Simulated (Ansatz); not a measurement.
Zn (hcp, Mg type)

```
Zn
1.0
    2.62220     0.00000     0.00000
   -1.31110     2.27089     0.00000
    0.00000     0.00000     5.19319
Zn
2
Direct
  0.33333   0.66667   0.75000
  0.66667   0.33333   0.25000
```

This relaxed cell (volume V₀) is scaled evenly in all directions, its shape held. Symmetry pins the atoms to their sites.

Computed with PBE (plane waves to 420 eV, PAW, scalar-relativistic; Ansatz, an electronic-structure program). k mesh 20×20×9 (Γ-centred), Fermi-Dirac smearing 0.05 eV. Compression counts positive. The PAW data are Ansatz's earlier set. Zn was relaxed with its symmetry unable to fall.

At one point of the scan the stress tensor (GPa) is:

```
   -6.4      0.0      0.0
    0.0     -6.4      0.0
    0.0      0.0     -3.1
```

**Question.** Which point is it?
A. V/V₀ = 1.032
B. V/V₀ = 1.128
C. V/V₀ = 1.096
D. V/V₀ = 1.160

**Answer.** C, V/V₀ = 1.096

(A scan under strain: stresses follow from slopes of the energy per volume, elastic moduli from its curvatures.)
